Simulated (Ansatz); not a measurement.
This run works on a generated trial structure, not on a known crystal.

Input and command of a plane-wave DFT calculation in Ansatz:

```yaml
crystal:
  lattice:
    - [5.9995474123, 0.0, 0.0]
    - [-2.9997737061, 5.1957604702, 0.0]
    - [0.0, 0.0, 5.4959924581]
  atoms:
    - { symbol: Ga, position: [0.3333333333, 0.6666666667, 0.0] }
    - { symbol: Ga, position: [0.6666666667, 0.3333333333, 0.0] }
    - { symbol: B, position: [0.0, 0.0, 0.5] }
    - { symbol: Sb, position: [0.5, 0.0, 0.5] }
    - { symbol: Sb, position: [0.0, 0.5, 0.5] }
    - { symbol: Sb, position: [0.5, 0.5, 0.5] }
basis:
  ecutwfc: 420
kpoints:
  mp_grid: { grid: [6, 6, 8] }
hamiltonian:
  xc: pbe
scf:
  occupations: { method: gaussian, width: 0.1 }
output:
  forces: true
  stress: true
  eigenvalues: true
relax:
  adjacent_minimum: "off"
  f_tol: 0.01
  max_steps: 80
  cell: { stress_tol: 0.05 }
```

```bash
ansatz run input.yaml --threads 1 --pin off --max-ram 2560MiB --backend cpu --events-out ev --progress --plain --runs-dir out
```

Processor: Intel(R) Xeon(R) Processor @ 2.70GHz, 1 thread, on a host shared with other jobs.

Q: How long does it run, and how much memory does it take?

A: About 110 s, peak memory 0.59 GiB. It solves 45 bands at 35 k points (after reduction by symmetry) with about 3299 plane waves (on the last cell), in 35 SCF iterations over 6 ionic steps.
